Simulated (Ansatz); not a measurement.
**Computed properties of YPb₃**

YPb$_{3}$:
```xyz
4
Lattice="4.8608 0.0000 0.0000 0.0000 4.8608 0.0000 0.0000 0.0000 4.8608" Properties=species:S:1:pos:R:3 pbc="T T T"
Y      0.0000     0.0000     0.0000
Pb     0.0000     2.4304     2.4304
Pb     2.4304     0.0000     2.4304
Pb     2.4304     2.4304     0.0000
```

Space group Pm-3m (No. 221), Cu3Au type; conventional cell a = b = c = 4.861 Å, α = β = γ = 90.00°.

Method: r²SCAN in the plane-wave PAW code Ansatz. The cell and atoms are relaxed at this level. Other levels are named where they apply.

**Cell and energy**

```
Property                                                      Result
-----------------------------------------------------  -------------
Volume per atom                                             28.71 Å³
Density                                                  10.27 g/cm³
Formation energy from the elements (no fitted shifts)  -0.38 eV/atom
```

**Electronic structure**

```
Property                                                                    Result
------------------------------------  --------------------------------------------
Electronic character                                             metallic (no gap)
Density of states at the Fermi level  0.74 states/eV per atom (mean over ±0.08 eV)
Gap with spin–orbit coupling                                       none (metallic)
```

**Mechanics**

```
Property                               Value
----------------------------------  --------
Bulk modulus (Birch–Murnaghan fit)  54.7 GPa
Pressure derivative B′                   4.6
```

**Charges**

```
Property                     Value
-------------  -------------------
Bader charges  Y +1.56, Pb -0.52 e
```

The workflow started from an entry of the Crystallography Open Database (COD). Whether it is the stable phase at ambient conditions was not checked. Symmetry was held in the r²SCAN relaxation; whether a distortion lowers the energy is not shown. No spin polarisation was allowed. The references are the lowest solids computed at this level, not always the standard phases. Scalar-relativistic: spin–orbit coupling is off unless named, which matters more the heavier the elements.

Potentials: the later of the program's two PAW sets.
